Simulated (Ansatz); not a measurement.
CsHgBr3 (cubic perovskite, Pm-3m), the program Ansatz at the PBE level (PAW), all energies at zero smearing, with the estimated change up to a 700 eV cutoff added, with one set of potentials and settings (totals compare only within such a set). Cell of 5 atoms (1 Cs, 1 Hg, 3 Br): -27838.761 eV.

```tsv
element	reference phase	E (eV/atom)
Cs	P6_3/mmc, 2 atoms in the cell	-5670.7673
Hg	P6_3/mmc, 2 atoms in the cell	-13813.4607
Br	Cmce, 4 atoms in the cell	-2783.1821
```

Formation energy per atom, worked out: (-27838.761 − 1×(-5670.7673) − 1×(-13813.4607) − 3×(-2783.1821))/5 = -0.997 eV/atom (-96 kJ per mol of atoms), at 0 K, without zero-point energy or fitted corrections.

The workflow started from an entry of the Crystallography Open Database (COD), which files this formula under 2 space groups. Whether it is the stable phase at ambient conditions was not checked. The cell was relaxed with PBE under the symmetry of its start; whether a distortion lowers the energy is not shown. The references are the lowest solids computed at this level, not always the standard phases. Spin–orbit coupling is left out wherever it is not named.

Potentials: the later of the program's two PAW sets.
